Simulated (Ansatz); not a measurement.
Elastic constants of YB₆: input and output

These are results of DFT LDA, scalar-relativistic, plane waves, PAW in Ansatz, not measurements.

Launched with:
```bash
ansatz run input.yaml --threads 2 --pin off --max-ram 6144MiB --backend cpu --events-out ev --progress --plain --runs-dir out
```

Input (bare energies are in eV):
```yaml
crystal:
  lattice:
    - [4.0413625867, 0.0, 0.0]
    - [0.0, 4.0413625867, 0.0]
    - [0.0, 0.0, 4.0413625867]
  atoms:
    - { symbol: "Y", position: [0.0, 0.0, 0.0] }
    - { symbol: B, position: [0.1990074366, 0.5, 0.5] }
    - { symbol: B, position: [0.5, 0.1990074366, 0.5] }
    - { symbol: B, position: [0.8009925634, 0.5, 0.5] }
    - { symbol: B, position: [0.5, 0.8009925634, 0.5] }
    - { symbol: B, position: [0.5, 0.5, 0.1990074366] }
    - { symbol: B, position: [0.5, 0.5, 0.8009925634] }
basis:
  ecutwfc: 420
kpoints:
  mp_grid: { grid: [10, 10, 10] }
hamiltonian:
  xc: lda
scf:
  occupations: { method: fermi_dirac, width: 0.15 }
output:
  forces: true
  stress: true
  eigenvalues: true
elastic:
  mode: relaxed_ion
  amplitude: 0.005
  stencil: two_point
```

From the output:
```
--- Elastic constants: 2 strain directions × 2 members + reference (group order 48) ---
  dense FFT box of the reference and of every strained cell: 30×30×30
  strains applied: 11, 23; error gains: componentwise 1.00 (the most a stress slope's error grows in a printed constant), spectral 1.73 (1 for all six strains in a standard setting)
  reference relaxed by the batch: 3 steps; max|allowed force component| 8.26e-4 eV/Å at the deck's positions, 7.35e-8 at the last accepted step, 1.72e-7 by the solve of record
  largest displacement 1.1e-5 Å; the constants are those of the deck's cell at these positions:
  atoms:
    - { symbol: Y, position: [2.9941561578686015e-23, 1.1976624631390335e-22, 1.4970780789234036e-22] }
    - { symbol: B, position: [0.19900477304688677, 0.5, 0.5] }
    - { symbol: B, position: [0.5, 0.19900477304688677, 0.5] }
    - { symbol: B, position: [0.8009952269531132, 0.5, 0.5] }
    - { symbol: B, position: [0.5, 0.8009952269531132, 0.5] }
    - { symbol: B, position: [0.5, 0.5, 0.19900477304688677] }
    - { symbol: B, position: [0.5, 0.5, 0.8009952269531132] }
  C = ∂σ_k/∂η_j (tension-positive GPa; Voigt order 11 22 33 23 13 12):
       492.689     31.480     31.480     -0.000     -0.000     -0.000
        31.480    492.689     31.480     -0.000     -0.000     -0.000
        31.480     31.480    492.689     -0.000     -0.000     -0.000
         0.000      0.000     -0.000     36.780      0.000     -0.000
        -0.000     -0.000      0.000     -0.000     36.780     -0.000
         0.000     -0.000      0.000      0.000      0.000     36.780
  reference stress σ⁰ (GPa):     -0.001     -0.001     -0.001     -0.000     -0.000      0.000
  C* (energy form; C + prestress term) asymmetry max|C*_kj − C*_jk| = 1.776e-14 GPa — a small one proves nothing (zero by symmetry where the batch's group is 432, −43m or m−3m); a large one is finite-difference/SCF noise where every solve ...
  moduli (Voigt/Reuss/Hill, GPa): K = 185.22/185.22/185.22   G = 114.31/55.41/84.86   E = 220.85   ν = 0.301
  mechanically stable: yes (min eigenvalue of sym C = 36.78 GPa)
  strain η (Voigt 11):  stress-route row diagonal C_11 = 492.69 GPa, energy-path curvature d²(F+E_count+ΔE)/dδ²/Ω₀ = 492.66 GPa
         δ    σ_11 (GPa) F (eV) n_scf n_hpsi n_pw
    -5.000e-3      -2.4984       -4647.1027141       2   23670   1328   relax 3 steps, max|allowed force component| 8.49e-6 eV/Å
     5.000e-3       2.4285       -4647.1027563       2   23663   1328   relax 3 steps, max|allowed force component| 7.32e-7 eV/Å
  strain η (Voigt 23):  stress-route row diagonal C_44 = 36.78 GPa, energy-path curvature d²(F+E_count+ΔE)/dδ²/Ω₀ = 36.76 GPa
         δ    σ_23 (GPa) F (eV) n_scf n_hpsi n_pw
    -5.000e-3      -0.1839       -4647.1050990       2   34975   1328   relax 5 steps, max|allowed force component| 1.94e-7 eV/Å
     5.000e-3       0.1839       -4647.1050990       2   35263   1328   relax 4 steps, max|allowed force component| 2.31e-7 eV/Å
```

The run took 120 s on 2 threads of Arm Neoverse V1, with other jobs on the host, peak memory 0.56 GiB.

In a metal, frequencies and elastic constants depend on the k mesh and the smearing, soft modes and shear constants most.